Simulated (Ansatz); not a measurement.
Al (fcc (Cu type), Fm-3m) under volume change, DFT-PBE+D3(BJ) in the program Ansatz with PAW potentials, scaled uniformly.

| V (Å³/atom) | E − E(relaxed) (meV/atom) | P (GPa) |
|---|---|---|
| 14.362 | 40.7 | 10.04 |
| 14.836 | 17.0 | 6.11 |
| 15.309 | 4.0 | 2.79 |
| 15.783 | 0.0 | 0.00 |
| 16.256 | 3.6 | -2.35 |
| 16.730 | 13.5 | -4.34 |
| 17.203 | 29.0 | -6.06 |

Task: What does a third-order Birch–Murnaghan fit give for V₀, B₀ and B′?

Result: V₀ = 15.78 Å³/atom, B₀ = 85.5 GPa, B′ = 4.6.

Symmetry was held in the PBE+D3(BJ) relaxation. The pairwise dispersion correction was not fitted to metals.

Potentials: the earlier of the program's two PAW sets.
